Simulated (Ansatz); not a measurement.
Be2Ru (cubic Laves (MgCu2 type), space group No. 227) at seven volumes, PBE (plane waves, PAW; program Ansatz), scaled uniformly. One row is withheld.

```csv
V (Å³/atom),P (GPa)
8.700,23.90
8.987,14.66
9.273,?
9.560,0.03
9.847,-5.75
10.134,-10.70
10.421,-14.93
```

### Question
Fit the shown pressures and predict the withheld one.

### Answer
Third-order Birch–Murnaghan: P = (3/2)B₀(x^(7/2) − x^(5/2))[1 + (3/4)(B′ − 4)(x − 1)] with x = (V₀/V)^(2/3). Least squares on the six rows gives V₀ = 9.561 Å³/atom, B₀ = 207.7 GPa, B′ = 4.19. At V = 9.273, x = 1.0206 and P = 6.77 GPa. The run itself gave 6.77 GPa.

Space group Fd-3m (cubic Laves (MgCu2 type)). The cell is a constructed one: a structure type filled with these elements; neither database checked (COD, Materials Project) lists it. Its standing as an ambient phase is unchecked. The PBE relaxation kept the symmetry of its start; its stability against distortions is not shown here. No spin polarisation was allowed.

Potentials: the earlier of the program's two PAW sets.
